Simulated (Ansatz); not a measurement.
VN (rock salt, Fm-3m) at seven volumes, the program Ansatz at the PBE level (PAW), scaled uniformly. One row is withheld.

```tsv
V (Å³/atom)	P (GPa)
7.936	?
8.197	22.27
8.459	10.24
8.720	0.00
8.982	-8.72
9.244	-16.15
9.505	-22.47
```

### Question
Fit the shown pressures and predict the withheld one.

### Answer
Third-order Birch–Murnaghan: P = (3/2)B₀(x^(7/2) − x^(5/2))[1 + (3/4)(B′ − 4)(x − 1)] with x = (V₀/V)^(2/3). Least squares on the six rows gives V₀ = 8.720 Å³/atom, B₀ = 314.5 GPa, B′ = 4.36. At V = 7.936, x = 1.0648 and P = 36.40 GPa. The run itself gave 36.42 GPa.

The cell was relaxed with PBE under the symmetry of its start. The workflow began spin-polarised and lost its moments.

Potentials: the earlier of the program's two PAW sets.
